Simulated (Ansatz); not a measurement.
The start is a randomly generated symmetric cell of BeAu (space group No. 191). The structure is fully relaxed (lattice and positions, P = 0) with PBE (plane waves to 420 eV, PAW, scalar-relativistic; Ansatz, an electronic-structure program). First-step values are on the input's coarse k-mesh.

Ansatz input (later rounds restart from its end on a renewed k-mesh):
Ansatz 0.2 input:
```yaml
crystal:
  lattice:
    - [4.9530452, 0, 0]
    - [-2.4765226, 4.289463, 0]
    - [0, 0, 3.9807599]
  atoms:
    - { symbol: Au, position: [0.5, 0, 0.5] }
    - { symbol: Au, position: [0, 0.5, 0.5] }
    - { symbol: Au, position: [0.5, 0.5, 0.5] }
    - { symbol: Be, position: [0.5, 0, 0] }
    - { symbol: Be, position: [0, 0.5, 0] }
    - { symbol: Be, position: [0.5, 0.5, 0] }
basis: { ecutwfc: 420, ecutrho_ratio: 4, xc_grid: 2, fft_grid_basis: typed }
kpoints: { mp_grid: { grid: [8, 8, 8] } }
hamiltonian:
  xc: pbe
  dispersion: none
  pseudopotentials: { kind: paw }
scf: { occupations: { method: fermi_dirac, width: 0.05 } }
relax: { f_tol: 0.01, max_steps: 100, cell: { stress_tol: 0.02 } }
output: { forces: true, stress: true }
```

| Quantity | Value |
|---|---|
| Initial pressure | +52.7 GPa (positive: the cell is compressed) |
| Energy released | 0.66 eV/atom |
| Volume change | +34.3 %, from 14.10 to 18.93 Å³/atom |
| Band gap at the end | zero (metallic) |
| Optimiser moves | 12 |

Relaxed structure:

```cif
data_Au3Be3
_chemical_formula_sum 'Au3 Be3'
_space_group_name_H-M_alt 'P6/mmm'
_space_group_IT_number 191
_space_group_name_Hall '-P 6 2'
_cell_length_a 5.35094
_cell_length_b 5.35094
_cell_length_c 4.58087
_cell_angle_alpha 90.000
_cell_angle_beta 90.000
_cell_angle_gamma 120.000
loop_
_atom_site_label
_atom_site_type_symbol
_atom_site_symmetry_multiplicity
_atom_site_Wyckoff_symbol
_atom_site_fract_x
_atom_site_fract_y
_atom_site_fract_z
_atom_site_occupancy
Au1 Au 3 g 0.50000 0.50000 0.50000 1
Be1 Be 3 f 0.00000 0.50000 0.00000 1
```

Final values are on a 10×10×10 k-mesh of the relaxed cell. No spin polarisation in the result.

The run could not lose the symmetry of its start: the end is stationary, and may be a saddle point rather than a minimum.

All atoms sit on sites fixed by symmetry, so only the cell could relax.

The relaxed structure here is a generated cell of BeAu: the first start was made by a random draw of sites in a space group, and the end was not matched to a known phase here, so it may be hypothetical.
